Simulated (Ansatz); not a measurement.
Crystals of one structure type (CsCl type) and one family of elements, relaxed and computed with PBE in the plane-wave PAW code Ansatz.

| crystal | V (Å³/atom) | B₀ by P(V) fit (GPa) |
|---|---|---|
| AlN | 8.92 | 190 |
| BP | 10.00 | ? |
| BAs | 12.70 | 103 |
| AlP | 15.17 | 90.5 |
| InP | 20.50 | 63.9 |
| InAs | 22.82 | 56.7 |
| GaSb | 23.62 | 47.1 |

Task: Fit a straight line to ln B₀ against ln V and predict the withheld value.

Result: Least squares on the 6 shown rows: ln B₀ = -1.30 × ln V + (8.037), with a scatter of 6 %. For BP this gives 155. The run itself gave 133, outside the scatter: the line misses something about this case.

Constructed cells (a structure type filled with these elements, in neither database checked): AlN, CsCl type; InP, CsCl type; InAs, CsCl type; GaSb, CsCl type. Typed or built starts, not in the databases checked: BP, CsCl type; BAs, CsCl type; AlP, CsCl type. Not the usual ambient phase: AlN, CsCl type; BP, CsCl type; BAs, CsCl type; AlP, CsCl type; InP, CsCl type; InAs, CsCl type; GaSb, CsCl type. All cells were relaxed under the symmetry of their starts (and spin orders); stability against distortions was not tested throughout. Spin–orbit coupling is left out wherever it is not named.

Potentials: the earlier of the program's two PAW sets.
